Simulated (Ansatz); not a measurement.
## Two states of NiHOF

```
Ni O H F
1.0
    10.01158    0.00000    0.00000
     0.00000    3.04664    0.00000
     0.00000    0.00000    4.61670
Ni O H F
4 4 4 4
Direct
  0.13816 0.75000 0.53130
  0.36184 0.25000 0.03130
  0.63816 0.75000 0.96870
  0.86184 0.25000 0.46870
  0.44900 0.75000 0.78700
  0.05100 0.25000 0.28700
  0.94900 0.75000 0.71300
  0.55100 0.25000 0.21300
  0.93940 0.75000 0.90290
  0.56060 0.25000 0.40290
  0.43940 0.75000 0.59710
  0.06060 0.25000 0.09710
  0.20400 0.25000 0.77400
  0.29600 0.75000 0.27400
  0.70400 0.25000 0.72600
  0.79600 0.75000 0.22600
```

Single point in Ansatz 0.2.0 with LDA. Cutoff 420 eV, PAW datasets, 2×6×4 Γ-centred k mesh, cold filling (width 0.0343 eV).

State A: Ni1 up, Ni2 down, Ni3 up, Ni4 down (collinear spin). State B: Ni1 up, Ni2 down, Ni3 down, Ni4 up (collinear spin).

Compare the two self-consistent states.

They are level within 1 meV an atom.

```csv
state,free energy (meV/atom),largest moment in a small sphere (μB),net moment (μB/cell),gap on mesh (eV),pressure (GPa),largest force (eV/Å)
A,0.9,1.50,0.00,0.94,0.3,7.39
B,0.0,1.52,0.00,1.06,0.2,7.32
```

Origin: a known structure type with other elements, at an estimated volume, so it need not be a known compound. Caveats: atoms or cell far from equilibrium; gaps of Fe, Co and Ni magnets come out low on these datasets.
